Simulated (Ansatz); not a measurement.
Scan of one atom of the cell for HfN (rock salt)

Starting cell, HfN (rock salt):

```yaml
crystal:
  lattice:
    - [0.00000, 2.26297, 2.26297]
    - [2.26297, 0.00000, 2.26297]
    - [2.26297, 2.26297, 0.00000]
  atoms:
    - { symbol: N, position: [0.00000, 0.00000, 0.00000] }
    - { symbol: Hf, position: [0.50000, 0.50000, 0.50000] }
```

Scan: atom 1 (N, nearest neighbour Hf at 2.263 Å; its periodic images, 3.2 Å or more away, move with it) is displaced along Cartesian z, direction (0.000, 0.000, 1.000) in Cartesian axes, by s. The other atoms stay.

Computed with r2SCAN (plane waves to 500 eV, PAW, scalar-relativistic; Ansatz, a quantum-chemistry and plane-wave program). k mesh 14×14×14 (Γ-centred), Fermi-Dirac smearing 0.05 eV. Energies are smeared free energies. Stress and pressure are positive under compression. Left out: 4 of 11 points, with atoms too close for the PAW data. With partly filled bands, energies and forces of such displacements shift with the k mesh and the smearing. F∥ is the force on the atom along that direction. HfN is run without spin polarisation. HfN was relaxed with its symmetry unable to fall. Spin-orbit coupling is left out, though Hf is heavy. The PAW data are Ansatz's earlier set. ΔE is measured from the undisplaced structure.

| s (Å) | ΔE (meV/cell) | F∥ (eV/Å) | P (GPa) |
|---|---|---|---|
| -0.408 | 1099 | 6.112 | 24.0 |
| -0.272 | 448 | 3.556 | 10.1 |
| -0.136 | 108 | 1.593 | 2.5 |
| 0.000 | 0 | 0.000 | 0.0 |
| 0.136 | 108 | -1.593 | 2.5 |
| 0.272 | 448 | -3.556 | 10.1 |
| 0.408 | 1099 | -6.112 | 24.0 |

Derived quantities:

The energy at s = 0.408 Å is 1099 meV/cell. The force along the line at s = -0.408 Å is 6.11 eV/Å, the force constant k = d²E/ds² at s = 0 (finite differences) is 11.3 eV/Å² and the zone-centre optical wavenumber from k is 486 cm⁻¹. Symmetry of the curve: even: the same for both signs. Shape of the curve: a single well with its minimum at or next to zero displacement. Harmonic estimate at the end of the scan: ½ks² = 937 meV/cell against the computed 1099 meV/cell, so the well is stiffer than harmonic there.

(For displaced atoms, the force is minus the slope of the energy, and its curvature is a force constant, which sets phonon frequencies.)
